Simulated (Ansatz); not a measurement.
The relaxed structure here is a generated cell of Si2W: the first start was made by placing the elements on the sites of a structure type, and the end was not matched to a known phase here, so it may be hypothetical. Known forms of Si2W include space group No. 139.

A relaxed cell of Si2W (P4/nmm (No. 129)), relaxed on a k-mesh at least as fine as the one used below. Level of theory: PBE (plane waves to 420 eV, PAW, scalar-relativistic; Ansatz, a quantum-chemistry and plane-wave program). Γ-centred k-mesh 3×5×12 on the run's cell (coarser than for final values), Fermi–Dirac smearing 0.05 eV.

```
Si2W
1.0
   12.55156     0.00000     0.00000
    0.00000     6.27578     0.00000
    0.00000     0.00000     2.74680
W Si
4 8
Direct
  0.00000   0.50000   0.37828
  0.50000   0.50000   0.37828
  0.25000   0.00000   0.62172
  0.75000   0.00000   0.62172
  0.12500   0.75000   0.00000
  0.62500   0.75000   0.00000
  0.37500   0.75000   0.00000
  0.87500   0.75000   0.00000
  0.12500   0.25000   0.00000
  0.62500   0.25000   0.00000
  0.37500   0.25000   0.00000
  0.87500   0.25000   0.00000
```

The atoms are displaced along an unstable phonon of this cell by (Å):

| atom | ux | uy | uz |
|---|---|---|---|
| W1 | 0.002 | 0.000 | -0.019 |
| W2 | -0.002 | 0.000 | 0.019 |
| W3 | 0.011 | 0.000 | -0.003 |
| W4 | -0.011 | 0.000 | 0.003 |
| Si5 | -0.110 | 0.094 | -0.038 |
| Si6 | 0.110 | -0.094 | 0.038 |
| Si7 | -0.079 | -0.068 | 0.028 |
| Si8 | 0.079 | 0.068 | -0.028 |
| Si9 | -0.110 | -0.094 | -0.038 |
| Si10 | 0.110 | 0.094 | 0.038 |
| Si11 | -0.079 | 0.068 | 0.028 |
| Si12 | 0.079 | -0.068 | -0.028 |

Problem. What forces (eV/Å) and pressure result?

Solution. 
```tsv
atom	Fx	Fy	Fz
W1	-0.02	0.00	-0.02
W2	-0.04	0.00	0.02
W3	0.07	0.00	-0.11
W4	-0.01	0.00	-0.09
Si5	-0.15	0.18	0.03
Si6	-0.04	0.02	0.03
Si7	0.06	0.05	0.03
Si8	0.14	0.15	0.02
Si9	-0.15	-0.18	0.03
Si10	-0.04	-0.02	0.03
Si11	0.06	-0.05	0.03
Si12	0.14	-0.15	0.02
```

Pressure -0.6 GPa.

The undisplaced cell is probably no minimum: from this displacement the run went on to Pmm2 (No. 25), 0.03 eV/atom below it.

No spin polarisation in the result.
